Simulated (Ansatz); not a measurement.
Input and output for CoH: DFT, r2SCAN, PAW with Ansatz's default frozen-core files, scalar-relativistic (Ansatz 0.2.0). This run: the undistorted cell.

The cell is Materials Project entry mp-1206874, used as a structure alone.

Command: `ansatz run input.yaml --threads 1 --pin off --max-ram 3072MiB --backend cpu --events-out ev --progress --plain --runs-dir out` It took 7.2 s on 1 thread of Intel(R) Xeon(R) 6975P-C (Granite Rapids), with other jobs on the host, peak memory 0.46 GiB.

```yaml
crystal:
  lattice:
    - [0.0, 1.84296171, 1.84296171]
    - [1.84296171, 0.0, 1.84296171]
    - [1.84296171, 1.84296171, 0.0]
  atoms:
    - { symbol: Co, position: [0.0, 0.0, 0.0], spin: 2.0 }
    - { symbol: H, position: [0.5, 0.5, 0.5] }
magnetization:
  spin_polarized: true
kpoints:
  mp_grid: { grid: [13, 13, 13] }
scf:
  occupations: { method: fermi_dirac, width: 0.05 }
hamiltonian:
  xc: r2scan
  pseudopotentials: { kind: paw }
output:
  forces: true
  stress: true
  eigenvalues: true
  efg: { contact_densities: true }
  populations: true
```

Output:

```
Engine: ansatz 0.2.0
Pseudopotentials: kind: paw
Pseudopotential: Co, paw, valence charge 17, recommended cutoff 500 eV (meta_gga), Co.paw.azcp
Pseudopotential: H, paw, valence charge 1, recommended cutoff 500 eV (meta_gga), H.paw.azcp
Functional definition: r2SCAN
  parameter k0 = 0.174
  parameter k1 = 0.065
  parameter a1 = 4.9479
  exchange = r2scan_x(k0 = k0, k1 = k1, a1 = a1)
  correlation = r2scan_c
Crystal: 2 atoms, lattice volume = 12.519 Å³
Basis set: ecut = 500 eV, 331 PW (Γ), exchange–correlation on 80×80×80 points (64 copies of the dense FFT grid, shifted against one another)
Bands: 14, of which v1, the nominal top of the filled ones, is band 9 counted from 1 (8 counted from 0)
Symmetry: 48 space group operations
Space group: Fm-3m (ITA 225), of the structure as read, at distance tolerance 2.3e-5 Å
Magnetic group: BNS 225.116 (UNI 1618), of the structure as read, at distance tolerance 2.3e-5 Å
k-points: 84 of 2197
Non-local potential: Co, projectors of the file, l = 0: 3, l = 1: 2, l = 2: 3, l = 3: 1
Non-local potential: H, projectors of the file, l = 0: 2, l = 1: 1
PAW form: soft (Blöchl's): semilocal exchange-correlation on the pseudo side does not see the compensation charge
PAW frozen core: Co, regenerated for the run's functional (the file was generated under x = pbe(κ = 0.804, μ = 0.2195149727645171), c = pbe(β = 0.06672455060314922))
PAW one-centre angular grid: Co, 590 points (default); XC on 160 Gauss nodes
PAW one-centre angular grid: H, 302 points (default); XC on 160 Gauss nodes
Initial density: superposition of atomic densities (chi_scale 0.1, normalization cell)
Starting moments: Σ|m| = 2 μB on 1 of 2 sites
Initial wavefunctions: pseudopotential atomic-orbital guess
Functional: x = r2scan, c = r2scan; τ floored in thin density (d = 2e-4 eV/Å³)
SCF iter   1: F=—  HF=-5146.296921 eV  |F-HF|=—  |Δ(HF+E_count)|=         —  Δρ=8.22e-2 (↑3.87e-2 ↓8.22e-2)  dr2=1.17e0  dr2_τ=1.62e-2  dr2_m=7.52e-2  M=1.760 μB ∫|m|=1.921 μB  β_m=1.00  ethr=3.10e-3  ⟨swp⟩=5.2  Hψ=11297  notcnv=0
Mixer restart at iter 1: flushing history
preconditioner: auto → none  [metal: Δε(μ)=0.024 eV  Ē_g=13.892 eV  σ=0.050 eV  W_gap=0.12  n_scr=0 (ndim 8)  ℏωp=33.2 eV  f_vac=0.000  D(μ)=0.96/eV (n_scr^D=14)]
SCF iter   2: F=—  HF=-5146.127624 eV  |F-HF|=—  |Δ(HF+E_count)|=   1.69e-1  Δρ=3.07e-2 (↑3.07e-2 ↓2.06e-2)  dr2=1.46e-1  dr2_τ=3.47e-3  dr2_m=4.20e-3  M=1.702 μB ∫|m|=1.943 μB  β_m=1.00  ethr=3.10e-3  ⟨swp⟩=2.6  Hψ=5200  notcnv=0  defer=30  κ⁻¹=1.0e0(r=1)
SCF iter   3: F=—  HF=-5146.540743 eV  |F-HF|=—  |Δ(HF+E_count)|=         —  Δρ=2.32e-2 (↑8.09e-3 ↓2.32e-2)  dr2=3.70e-2  dr2_τ=9.04e-4  dr2_m=1.66e-2  M=1.614 μB ∫|m|=1.862 μB  β_m=1.00  ethr=8.08e-4  ⟨swp⟩=2.5  Hψ=4365  notcnv=0  defer=31
Mixer restart at iter 3: flushing history
SCF iter   4: F=—  HF=-5146.858550 eV  |F-HF|=—  |Δ(HF+E_count)|=   3.18e-1  Δρ=1.53e-2 (↑4.97e-3 ↓1.53e-2)  dr2=2.10e-2  dr2_τ=6.28e-4  dr2_m=5.78e-3  M=1.562 μB ∫|m|=1.820 μB  β_m=1.00  ethr=2.06e-4  ⟨swp⟩=2.3  Hψ=4735  notcnv=0  defer=31  κ⁻¹=1.0e0(r=1)
SCF iter   5: F=—  HF=-5147.242296 eV  |F-HF|=—  |Δ(HF+E_count)|=   3.84e-1  Δρ=8.90e-3 (↑3.46e-3 ↓8.90e-3)  dr2=8.59e-3  dr2_τ=7.37e-5  dr2_m=2.57e-3  M=1.458 μB ∫|m|=1.722 μB  β_m=1.00  ethr=1.16e-4  ⟨swp⟩=2.7  Hψ=5030  notcnv=0  defer=31  κ⁻¹=6.2e-2(r=2)
SCF iter   6: F=—  HF=-5147.291106 eV  |F-HF|=—  |Δ(HF+E_count)|=   4.88e-2  Δρ=4.07e-3 (↑3.39e-3 ↓4.07e-3)  dr2=4.99e-3  dr2_τ=3.87e-5  dr2_m=4.18e-5  M=1.446 μB ∫|m|=1.703 μB  β_m=1.00  ethr=4.77e-5  ⟨swp⟩=2.3  Hψ=4731  notcnv=0  defer=34  κ⁻¹=2.1e-2(r=3)
SCF iter   7: F=—  HF=-5147.307544 eV  |F-HF|=—  |Δ(HF+E_count)|=   1.64e-2  Δρ=1.53e-3 (↑1.39e-3 ↓1.53e-3)  dr2=1.06e-4  dr2_τ=4.88e-6  dr2_m=1.43e-4  M=1.433 μB ∫|m|=1.670 μB  β_m=1.00  ethr=2.77e-5  ⟨swp⟩=2.2  Hψ=4571  notcnv=0  defer=34  κ⁻¹=4.3e-3(r=4)
SCF iter   8: F=—  HF=-5147.308813 eV  |F-HF|=—  |Δ(HF+E_count)|=   1.27e-3  Δρ=1.82e-3 (↑8.37e-4 ↓1.82e-3)  dr2=1.65e-4  dr2_τ=3.65e-6  dr2_m=1.19e-4  M=1.434 μB ∫|m|=1.674 μB  β_m=1.00  ethr=5.90e-7  ⟨swp⟩=2.4  Hψ=3898  notcnv=0  defer=34  κ⁻¹=9.3e-4(r=5)
SCF iter   9: F=—  HF=-5147.311328 eV  |F-HF|=—  |Δ(HF+E_count)|=   2.51e-3  Δρ=9.07e-4 (↑5.94e-4 ↓9.07e-4)  dr2=5.04e-5  dr2_τ=1.13e-6  dr2_m=3.85e-6  M=1.437 μB ∫|m|=1.680 μB  β_m=1.00  ethr=5.90e-7  ⟨swp⟩=2.0  Hψ=4155  notcnv=0  defer=34  κ⁻¹=4.2e-4(r=6)
SCF iter  10: F=—  HF=-5147.311192 eV  |F-HF|=—  |Δ(HF+E_count)|=   1.36e-4  Δρ=1.01e-3 (↑3.99e-4 ↓1.01e-3)  dr2=8.37e-5  dr2_τ=7.03e-7  dr2_m=3.10e-5  M=1.435 μB ∫|m|=1.677 μB  β_m=1.00  ethr=2.80e-7  ⟨swp⟩=2.0  Hψ=3828  notcnv=0  defer=34  κ⁻¹=6.2e-5(r=7)
SCF iter  11: F=—  HF=-5147.311603 eV  |F-HF|=—  |Δ(HF+E_count)|=   4.11e-4  Δρ=7.72e-4 (↑2.85e-4 ↓7.72e-4)  dr2=2.51e-5  dr2_τ=4.96e-7  dr2_m=2.11e-5  M=1.438 μB ∫|m|=1.682 μB  β_m=1.00  ethr=2.80e-7  ⟨swp⟩=2.0  Hψ=4189  notcnv=0  defer=33  κ⁻¹=5.0e-5(r=8)
SCF iter  12: F=—  HF=-5147.311685 eV  |F-HF|=—  |Δ(HF+E_count)|=   8.20e-5  Δρ=4.82e-4 (↑1.11e-4 ↓4.82e-4)  dr2=1.79e-5  dr2_τ=1.95e-7  dr2_m=6.51e-6  M=1.438 μB ∫|m|=1.682 μB  β_m=1.00  ethr=1.39e-7  ⟨swp⟩=2.0  Hψ=3216  notcnv=0  defer=33  κ⁻¹=1.5e-5(r=8)
SCF iter  13: F=—  HF=-5147.311881 eV  |F-HF|=—  |Δ(HF+E_count)|=   1.96e-4  Δρ=1.03e-4 (↑1.03e-4 ↓9.52e-5)  dr2=1.34e-8  dr2_τ=8.09e-9  dr2_m=1.12e-6  M=1.437 μB ∫|m|=1.681 μB  β_m=1.00  ethr=9.95e-8  ⟨swp⟩=2.0  Hψ=3944  notcnv=0  defer=33  κ⁻¹=5.8e-6(r=8)
SCF iter  14: F=—  HF=-5147.311881 eV  |F-HF|=—  |Δ(HF+E_count)|=   8.19e-8  Δρ=1.67e-5 (↑1.67e-5 ↓6.30e-6)  dr2=1.84e-8  dr2_τ=7.17e-10  dr2_m=7.91e-9  M=1.437 μB ∫|m|=1.681 μB  β_m=1.00  ethr=7.47e-11  ⟨swp⟩=2.1  Hψ=3961  notcnv=0  defer=33  κ⁻¹=2.2e-6(r=8)
SCF iter  15: F=—  HF=-5147.311881 eV  |F-HF|=—  |Δ(HF+E_count)|=   2.43e-7  Δρ=9.17e-6 (↑9.17e-6 ↓3.44e-6)  dr2=5.11e-9  dr2_τ=1.74e-10  dr2_m=3.08e-9  M=1.437 μB ∫|m|=1.681 μB  β_m=1.00  ethr=7.47e-11  ⟨swp⟩=2.1  Hψ=3512  notcnv=0  defer=33  κ⁻¹=1.5e-6(r=8)
SCF iter  16: F=—  HF=-5147.311881 eV  |F-HF|=—  |Δ(HF+E_count)|=   3.14e-8  Δρ=5.28e-6 (↑1.34e-6 ↓5.28e-6)  dr2=1.38e-9  dr2_τ=1.11e-11  dr2_m=9.80e-10  M=1.437 μB ∫|m|=1.681 μB  β_m=1.00  ethr=2.84e-11  ⟨swp⟩=2.0  Hψ=3905  notcnv=0  defer=33  κ⁻¹=2.3e-7(r=8)
SCF iter  17: F=-5147.311881 eV  HF=-5147.311881 eV  |F-HF|=3.70e-9  |Δ(HF+E_count)|=   6.91e-8  Δρ=4.10e-6 (↑4.10e-6 ↓3.92e-6)  dr2=4.75e-9  dr2_τ=7.99e-12  dr2_m=2.50e-12  M=1.437 μB ∫|m|=1.681 μB  ethr=7.69e-12  ⟨swp⟩=2.5  Hψ=7468  notcnv=0
SCF 1 converged in 17 iterations: F = -5147.311881 eV  dr2 = 4.75e-9
  greatest PAW one-centre occupation: 1.005 electrons in one spin orbital (limit 2), on the Co atom at site 0 (counted from 0), in its partial waves of l = 1
this state was not tested for a lower state beside it, because the mixer in use, unlike msr1, does not test its closes by its own steps (another_mixer; see scf.mixing.algorithm and scf.lower_state_search)
SCF converged after 17 iterations
Magnetization: 1.4370 μB (9.7185 up, 8.2815 down)
Absolute magnetization: 1.6816 μB (∫|ρ↑−ρ↓|, with the PAW one-centre terms)
Spin contamination: 0.0429 ħ² per cell (⟨S²⟩ above its minimum at these occupations)
Per-site moments (μB) at R_I (Å): [(1.4840627740086318, 0.760221705375), (-0.025099499800179097, 0.760221705375)]
Free energy (F): -5147.311881 eV
Harris-Foulkes:  -5147.311881 eV  (|F-HF|=3.70e-9)
Internal energy: -5147.305206 eV  (E = F + TS)
E sigma→0 (E₀):  -5147.308544 eV
Entropy (-TS):   -0.006675 eV (-3.338 meV/atom)
Fermi energy:    17.868705 eV
--- Per-component energies (eV) ---
  E_band       = -278.310015
  E_kinetic    = 468.291656
  E_local      = -2960.355932  (includes V_loc(G=0)·N_el)
  E_nonlocal   = 462.916955
  E_hartree    = 1245.599119
  E_xc         = -166.819985
  E_vxc        = -242.957988  (∫ρ·V_xc dr)
  E_paw        = -1527.102486  (= ΣΔE_a)
  E_vpaw       = -512.748244  (= ΣTr[D̂ρ^β])
  E_aug_tail   = -0.000315  (compensation charges beyond the density's cutoff)
  E_vtau       = 15.340713  (kinetic-family band-sum trace: ∫τ·v_τ [+ j·A + Jᵃ·Aᵃ] dr)
  E_ewald      = -2669.539012
  E_core_change = -0.295206  (= ΣΔE_core)
  E_smearing   = -0.006675  (= −TS)
  E_closure    = 0.000000  (closes the sum)
  Σ components = -5147.311881   (vs F -5147.311881, Δ=0.00e0)
--- Forces (eV/Å), atoms counted from 1 ---
  atom   1  Co    -0.00000000     0.00000000     0.00000000
  atom   2  H      0.00000000    -0.00000000    -0.00000000
  max |Σ_I F_I| component: 1.73e-31 eV/Å
--- Stress (GPa, compression-positive) ---
       -0.112278      -0.000000       0.000000
       -0.000000      -0.112278       0.000000
        0.000000      -0.000000      -0.112278
  P = ⅓ Tr σ = -0.1123 GPa (-1.123 kbar)
--- PAW observables at the nuclei: V_zz in 10²¹ V/m², potentials from the cell's mean, atoms counted from 1 ---
  atom   1  Co V_zz =    +0.000000   η = 0.0000   by run symmetry: forbidden
            electrostatic potential = -3391.910048 V   contact ρ = 114571.504236 e/Å³   contact ρ_s (e/Å³): all electrons -2.977786, valence +1.179152
  atom   2  H  V_zz =    +0.000000   η = 0.0000   by run symmetry: forbidden
            electrostatic potential = -49.916310 V   contact ρ = 2.552661 e/Å³   contact ρ_s (e/Å³): all electrons +0.011814, valence +0.012297
--- Band table (eV; the first three rows and the last of 168) ---
  k-point 0 ↑: bands = ["-82.2344", "-43.9640", "-43.9640", "-43.9640", "4.5885", "14.3672", "14.3672", "14.3672", "15.6526", "15.6526", "33.0959", "39.0135", "39.4869", "39.4869"]
  k-point 1 ↑: bands = ["-82.2327", "-43.9759", "-43.9656", "-43.9656", "4.7928", "14.3049", "14.4153", "14.4153", "15.6229", "15.6229", "32.0064", "37.9855", "39.3509", "39.3509"]
  k-point 2 ↑: bands = ["-82.2280", "-44.0088", "-43.9701", "-43.9701", "5.3942", "14.1258", "14.5229", "14.5229", "15.5726", "15.5726", "29.6628", "36.0275", "39.0748", "39.0748"]
  k-point 83 ↓: bands = ["-79.7208", "-41.6774", "-41.6579", "-41.6004", "10.1269", "15.1500", "15.3311", "16.9525", "18.9798", "21.4551", "23.7044", "24.4671", "27.1610", "41.5094"]
--- Löwdin populations: 2 sites ---
  site symbol       q [e]    m [muB]
     0     Co     16.5661     1.5005
     1      H      1.2195     0.0144
  spilling = 0.011914 (of n_electrons = 18.000000)
```

populations.tsv:

```
# site	symbol	l	j	q_up	q_dn
# orbitals = lowdin
# n_electrons = 18.000000
# spilling = 0.011914
0	Co	0_3S	-	0.992818	0.993217
0	Co	0_4S	-	0.305908	0.345777
0	Co	1_3P	-	2.999255	2.999035
0	Co	2_3D	-	4.735286	3.194758
1	H	0_1S	-	0.616935	0.602568
```

Next run (one bond, the shortest of the undistorted cell, set to 2.064 Å), as changes to the input before:

```diff
   atoms:
-    - { symbol: Co, position: [0.0, 0.0, 0.0], spin: 2.0 }
-    - { symbol: H, position: [0.5, 0.5, 0.5] }
+    - { symbol: Co, position: [0.03, 0.03, -0.03], spin: 2.0 }
+    - { symbol: H, position: [0.47, 0.47, 0.53] }
 magnetization:
```

Results part of the output:

```
SCF 1 converged in 17 iterations: F = -5147.258907 eV  dr2 = 3.05e-10
  greatest PAW one-centre occupation: 1.005 electrons in one spin orbital (limit 2), on the Co atom at site 0 (counted from 0), in its partial waves of l = 1
this state was not tested for a lower state beside it, because the mixer in use, unlike msr1, does not test its closes by its own steps (another_mixer; see scf.mixing.algorithm and scf.lower_state_search)
SCF converged after 17 iterations
Magnetization: 1.4247 μB (9.7124 up, 8.2876 down)
Absolute magnetization: 1.6679 μB (∫|ρ↑−ρ↓|, with the PAW one-centre terms)
Spin contamination: 0.0433 ħ² per cell (⟨S²⟩ above its minimum at these occupations)
Per-site moments (μB) at R_I (Å): [(1.3808976608699712, 0.6689951007299999), (-0.015506729778511022, 0.6689951007299999)]
Free energy (F): -5147.258907 eV
Harris-Foulkes:  -5147.258907 eV  (|F-HF|=1.04e-8)
Internal energy: -5147.251864 eV  (E = F + TS)
E sigma→0 (E₀):  -5147.255385 eV
Entropy (-TS):   -0.007044 eV (-3.522 meV/atom)
Fermi energy:    17.814925 eV
--- Per-component energies (eV) ---
  E_band       = -279.168925
  E_kinetic    = 468.821544
  E_local      = -2963.992143  (includes V_loc(G=0)·N_el)
  E_nonlocal   = 462.869484
  E_hartree    = 1246.906665
  E_xc         = -166.953295
  E_vxc        = -243.162902  (∫ρ·V_xc dr)
  E_paw        = -1527.164981  (= ΣΔE_a)
  E_vpaw       = -512.880462  (= ΣTr[D̂ρ^β])
  E_aug_tail   = -0.000309  (compensation charges beyond the density's cutoff)
  E_vtau       = 15.363701  (kinetic-family band-sum trace: ∫τ·v_τ [+ j·A + Jᵃ·Aᵃ] dr)
  E_ewald      = -2667.443623
  E_core_change = -0.295206  (= ΣΔE_core)
  E_smearing   = -0.007044  (= −TS)
  E_closure    = -0.000000  (closes the sum)
  Σ components = -5147.258907   (vs F -5147.258907, Δ=0.00e0)
--- Forces (eV/Å), atoms counted from 1 ---
  atom   1  Co     0.00000000     0.00000000    -0.59237061
  atom   2  H      0.00000000     0.00000000     0.59237289
  max |Σ_I F_I| component: 2.28e-6 eV/Å
--- Stress (GPa, compression-positive) ---
        0.001079       0.000000       0.000000
        0.000000       0.001079       0.000000
        0.000000      -0.000000       8.705958
  P = ⅓ Tr σ = 2.9027 GPa (29.027 kbar)
--- PAW observables at the nuclei: V_zz in 10²¹ V/m², potentials from the cell's mean, atoms counted from 1 ---
  atom   1  Co V_zz =    -0.820504   η = 0.0000   by run symmetry: allowed
            electrostatic potential = -3391.878277 V   contact ρ = 114572.349924 e/Å³   contact ρ_s (e/Å³): all electrons -2.885507, valence +1.239283
  atom   2  H  V_zz =    +0.297762   η = 0.0000   by run symmetry: allowed
            electrostatic potential = -50.006165 V   contact ρ = 2.621323 e/Å³   contact ρ_s (e/Å³): all electrons +0.001216, valence +0.001553
--- Band table (eV; the first three rows and the last of 392) ---
  k-point 0 ↑: bands = ["-82.2717", "-44.0116", "-43.9973", "-43.9973", "4.5925", "14.2959", "14.2959", "14.3410", "15.5766", "15.6406", "32.4587", "38.9513", "39.6709", "39.6709"]
  k-point 1 ↑: bands = ["-82.2700", "-44.0186", "-44.0038", "-43.9989", "4.7959", "14.2436", "14.3445", "14.3779", "15.5448", "15.6119", "31.6165", "37.9413", "39.2466", "39.5088"]
  k-point 2 ↑: bands = ["-82.2653", "-44.0484", "-44.0116", "-44.0035", "5.3937", "14.0643", "14.4550", "14.4812", "15.4924", "15.5625", "29.5604", "35.9931", "38.9667", "39.1811"]
  k-point 195 ↓: bands = ["-79.7746", "-41.8245", "-41.6450", "-41.6372", "9.3188", "14.4877", "17.0327", "17.9223", "18.9513", "19.4392", "23.0170", "28.0033", "29.4399", "34.2511"]
--- Löwdin populations: 2 sites ---
  site symbol       q [e]    m [muB]
     0     Co     16.5692     1.4882
     1      H      1.2199     0.0125
  spilling = 0.011715 (of n_electrons = 18.000000)
```

Next run (one bond, the shortest of the undistorted cell, set to 1.935 Å), as changes to the input before:

```diff
   atoms:
-    - { symbol: Co, position: [0.03, 0.03, -0.03], spin: 2.0 }
-    - { symbol: H, position: [0.47, 0.47, 0.53] }
+    - { symbol: Co, position: [0.0125, 0.0125, -0.0125], spin: 2.0 }
+    - { symbol: H, position: [0.4875, 0.4875, 0.5125] }
 magnetization:
```

Results part of the output:

```
SCF 1 converged in 16 iterations: F = -5147.304458 eV  dr2 = 1.75e-8
  greatest PAW one-centre occupation: 1.005 electrons in one spin orbital (limit 2), on the Co atom at site 0 (counted from 0), in its partial waves of l = 1
this state was not tested for a lower state beside it, because the mixer in use, unlike msr1, does not test its closes by its own steps (another_mixer; see scf.mixing.algorithm and scf.lower_state_search)
SCF converged after 16 iterations
Magnetization: 1.4358 μB (9.7179 up, 8.2821 down)
Absolute magnetization: 1.6804 μB (∫|ρ↑−ρ↓|, with the PAW one-centre terms)
Spin contamination: 0.0430 ħ² per cell (⟨S²⟩ above its minimum at these occupations)
Per-site moments (μB) at R_I (Å): [(1.4497927482102917, 0.72221062010625), (-0.02053002740024345, 0.72221062010625)]
Free energy (F): -5147.304458 eV
Harris-Foulkes:  -5147.304458 eV  (|F-HF|=1.94e-8)
Internal energy: -5147.297753 eV  (E = F + TS)
E sigma→0 (E₀):  -5147.301106 eV
Entropy (-TS):   -0.006705 eV (-3.352 meV/atom)
Fermi energy:    17.859226 eV
--- Per-component energies (eV) ---
  E_band       = -278.460141
  E_kinetic    = 468.378665
  E_local      = -2960.945585  (includes V_loc(G=0)·N_el)
  E_nonlocal   = 462.901441
  E_hartree    = 1245.802557
  E_xc         = -166.843263
  E_vxc        = -242.993659  (∫ρ·V_xc dr)
  E_paw        = -1527.107566  (= ΣΔE_a)
  E_vpaw       = -512.759858  (= ΣTr[D̂ρ^β])
  E_aug_tail   = -0.000299  (compensation charges beyond the density's cutoff)
  E_vtau       = 15.344644  (kinetic-family band-sum trace: ∫τ·v_τ [+ j·A + Jᵃ·Aᵃ] dr)
  E_ewald      = -2669.188496
  E_core_change = -0.295206  (= ΣΔE_core)
  E_smearing   = -0.006705  (= −TS)
  E_closure    = 0.000000  (closes the sum)
  Σ components = -5147.304458   (vs F -5147.304458, Δ=0.00e0)
--- Forces (eV/Å), atoms counted from 1 ---
  atom   1  Co     0.00000000     0.00000000    -0.16905608
  atom   2  H      0.00000000     0.00000000     0.16906689
  max |Σ_I F_I| component: 1.08e-5 eV/Å
--- Stress (GPa, compression-positive) ---
       -0.076430       0.000000       0.000000
        0.000000      -0.076430       0.000000
        0.000000      -0.000000       1.338013
  P = ⅓ Tr σ = 0.3951 GPa (3.951 kbar)
--- PAW observables at the nuclei: V_zz in 10²¹ V/m², potentials from the cell's mean, atoms counted from 1 ---
  atom   1  Co V_zz =    -0.149792   η = 0.0000   by run symmetry: allowed
            electrostatic potential = -3391.903790 V   contact ρ = 114571.648953 e/Å³   contact ρ_s (e/Å³): all electrons -2.962950, valence +1.191029
  atom   2  H  V_zz =    +0.049741   η = 0.0000   by run symmetry: allowed
            electrostatic potential = -49.933715 V   contact ρ = 2.564207 e/Å³   contact ρ_s (e/Å³): all electrons +0.010134, valence +0.010592
--- Band table (eV; the first three rows and the last of 392) ---
  k-point 0 ↑: bands = ["-82.2419", "-43.9726", "-43.9706", "-43.9706", "4.5892", "14.3541", "14.3541", "14.3619", "15.6401", "15.6499", "32.9643", "39.0029", "39.5192", "39.5192"]
  k-point 1 ↑: bands = ["-82.2402", "-43.9833", "-43.9735", "-43.9723", "4.7933", "14.2940", "14.4022", "14.4076", "15.6101", "15.6204", "31.9297", "37.9754", "39.2974", "39.3787"]
  k-point 2 ↑: bands = ["-82.2355", "-44.0162", "-43.9781", "-43.9768", "5.3941", "14.1145", "14.5104", "14.5149", "15.5591", "15.5702", "29.6430", "36.0206", "39.0477", "39.0936"]
  k-point 195 ↓: bands = ["-79.7290", "-41.7454", "-41.6130", "-41.6052", "9.3504", "14.4922", "17.2476", "17.9571", "18.9969", "19.5753", "22.5912", "28.0197", "29.4302", "34.4191"]
--- Löwdin populations: 2 sites ---
  site symbol       q [e]    m [muB]
     0     Co     16.5664     1.4992
     1      H      1.2198     0.0141
  spilling = 0.011879 (of n_electrons = 18.000000)
```

The magnetic state is the one reached from the start moments; other orders weren't searched. The PAW files were made under PBE.
